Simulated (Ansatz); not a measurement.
Ga2AsP:
```yaml
crystal:
  lattice:
    - [1.96110, 1.13224, 6.40814]
    - [-1.96110, 1.13224, 6.40814]
    - [0.00000, -2.26448, 6.40814]
  atoms:
    - { symbol: Ga, position: [0.00249, 0.00249, 0.00249] }
    - { symbol: Ga, position: [0.49742, 0.49742, 0.49742] }
    - { symbol: P, position: [0.37488, 0.37488, 0.37488] }
    - { symbol: As, position: [0.87519, 0.87519, 0.87519] }
```

Cartesian axes are those of the cell as given.

**Question.** Give the high-frequency dielectric tensor and the Born effective charge tensors of the independent atoms from DFPT, PBEsol (plane waves, PAW; program Ansatz).

**Answer.** 
ε∞:
```
12.1  0.00  0.00
0.00  12.1  0.00
0.00  0.00  12.0
```
Z* of atom 1 (Ga), rows: field, columns: displacement, in e:
```
2.16  0.00  0.00
0.00  2.16  0.00
0.00  0.00  2.27
```
Z* of atom 2 (Ga), rows: field, columns: displacement, in e:
```
2.07  0.00  0.00
0.00  2.07  0.00
0.00  0.00  1.96
```
Z* of atom 3 (P), rows: field, columns: displacement, in e:
```
-2.26   0.00   0.00
 0.00  -2.26   0.00
 0.00   0.00  -2.24
```
Z* of atom 4 (As), rows: field, columns: displacement, in e:
```
-1.96   0.00   0.00
 0.00  -1.96   0.00
 0.00   0.00  -1.99
```

Space group R3m. The workflow started from a Materials Project entry (that database holds measured and hypothetical structures alike); the Crystallography Open Database copy checked does not list it. With P and As taken as one species the cell has the higher symmetry F-43m, so it may be an ordered model of a mixed-site phase. Its standing as an ambient phase is unchecked. Symmetry was held in the PBEsol relaxation; its stability against distortions is not shown here. Spin–orbit coupling is left out wherever it is not named.

Potentials: the later of the program's two PAW sets.
